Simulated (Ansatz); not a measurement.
Relaxed TiB$_{2}$ (AlB2 type, space group P6/mmm):

```
CELL_PARAMETERS angstrom
      6.06368     0.00000     0.00000
     -1.51592     2.62565     0.00000
      0.00000     0.00000     3.22428
ATOMIC_POSITIONS crystal
  Ti 0.00000 0.00000 0.00000
  Ti 0.50000 0.00000 0.00000
  B  0.16667 0.66667 0.50000
  B  0.66667 0.66667 0.50000
  B  0.33333 0.33333 0.50000
  B  0.83333 0.33333 0.50000
```

The atoms are displaced by Q × the pattern below (from a DFPT mode at M = (0.5, 0.0, 0.0), largest move 1; Q in Å), at fixed cell. (q is in reciprocal vectors of the primitive cell; the cell shown is doubled to hold the pattern.)

| atom | x | y | z |
|---|---|---|---|
| B3 | -0.500 | 0.866 | 0.000 |
| B4 | 0.500 | -0.866 | 0.000 |
| B5 | -0.500 | 0.866 | 0.000 |
| B6 | 0.500 | -0.866 | 0.000 |

Atoms not listed stay in place.

The numbers are results of PBE (plane waves to 420 eV, PAW, scalar-relativistic; Ansatz, a first-principles code), not measurements. k mesh 9×18×14 (Γ-centred), Fermi-Dirac smearing 0.05 eV. E stands for the smeared free energy. With partly filled bands, energies and forces of such displacements shift with the k mesh and the smearing. The PAW data are Ansatz's earlier set. TiB2 is run without spin polarisation. TiB2 was relaxed with its symmetry unable to fall. The zero of ΔE is the undisplaced structure.

| Q (Å) | ΔE (eV/cell) |
|---|---|
| -0.100 | 0.212 |
| -0.067 | 0.094 |
| -0.033 | 0.024 |
| 0.000 | 0.000 |
| 0.033 | 0.024 |
| 0.067 | 0.094 |
| 0.100 | 0.212 |

Which DFPT wavenumber at M = (0.5, 0.0, 0.0) belongs to this mode?
(A) 516 cm⁻¹
(B) 788 cm⁻¹
(C) 298 cm⁻¹

A, 516 cm⁻¹. The curvature of the scan gives 516 cm⁻¹

(A displaced cell: forces are minus the slopes of the energy, force constants its curvatures, and phonons follow from these.)
